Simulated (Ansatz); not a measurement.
B$_{4}$C:
Space group Cm (No. 8); a = 8.7424 Å, b = 5.5797 Å, c = 5.0277 Å, α = 90.00°, β = 118.74°, γ = 90.00°

```json
[
 {"atom": "B", "site": "2a", "symmetry": "m", "x": "0.0083", "y": "0.5000", "z": "0.1617"},
 {"atom": "B", "site": "4b", "symmetry": "1", "x": "0.3371", "y": "0.1609", "z": "0.5160"},
 {"atom": "B", "site": "4b", "symmetry": "1", "x": "0.1684", "y": "0.3375", "z": "0.4946"},
 {"atom": "B", "site": "2a", "symmetry": "m", "x": "0.1930", "y": "0.5000", "z": "0.8192"},
 {"atom": "B", "site": "2a", "symmetry": "m", "x": "0.3104", "y": "0.0000", "z": "0.1881"},
 {"atom": "B", "site": "4b", "symmetry": "1", "x": "0.4426", "y": "0.2545", "z": "0.3049"},
 {"atom": "B", "site": "4b", "symmetry": "1", "x": "0.0607", "y": "0.2432", "z": "0.7012"},
 {"atom": "B", "site": "2a", "symmetry": "m", "x": "0.4996", "y": "0.5000", "z": "0.0121"},
 {"atom": "C", "site": "2a", "symmetry": "m", "x": "0.4967", "y": "0.0000", "z": "0.8244"},
 {"atom": "C", "site": "2a", "symmetry": "m", "x": "0.3744", "y": "0.5000", "z": "0.1187"},
 {"atom": "C", "site": "2a", "symmetry": "m", "x": "0.1215", "y": "0.0000", "z": "0.8964"}
]
```
(The calculation used a cell of 15 atoms; values per cell refer to that cell.)

Relaxed with PBEsol. Plane-wave PAW PBEsol (Ansatz code) gives a gap of 2.82 eV.

Question: What gap does HSE06 give on the same cell (Ansatz, PAW)?

Answer: 3.75 eV, 0.93 eV more. The hybrid was solved on a coarser mesh and at special points; its gap is the smallest among all of these.

```tsv
k	v1 PBEsol	c1 PBEsol	v1 HSE06	c1 HSE06
Γ	-0.19	4.95	-0.37	6.08
Y2	0.00	3.23	___	___
A	-0.19	2.82	-0.39	3.75
M2	-0.48	2.88	___	___
V2	-0.64	2.85	-0.87	3.77
L2	-0.31	3.22	-0.39	4.09
C	-0.42	3.33	___	___
D	-0.87	3.46	___	___
```

Question: Top valence (v1) and lowest conduction level (c1) in eV from each method's valence maximum (which need not be a listed point): supply the withheld HSE06 values.

Answer: 
- Y2, v1 HSE06: 0.00
- Y2, c1 HSE06: 4.12
- D, v1 HSE06: -1.00
- D, c1 HSE06: 4.40
- C, v1 HSE06: -0.47
- C, c1 HSE06: 4.24
- M2, v1 HSE06: -0.52
- M2, c1 HSE06: 3.83

Cost on shared cores: the PBEsol run (SCF on a 6×6×6 mesh, then bands and DOS) about 5 core-minutes (a rough figure), the HSE06 run (SCF on 4×4×4, then a few points) around 8 core-minutes (rough); the tasks are unlike.

The first step of the workflow began from a Materials Project structure, measured or hypothetical; the Crystallography Open Database copy checked does not list it. Whether it is the stable phase at ambient conditions was not checked. The cell was relaxed with PBEsol under the symmetry of its start; phonons on a q-mesh show no instability.

Potentials: the earlier of the program's two PAW sets.
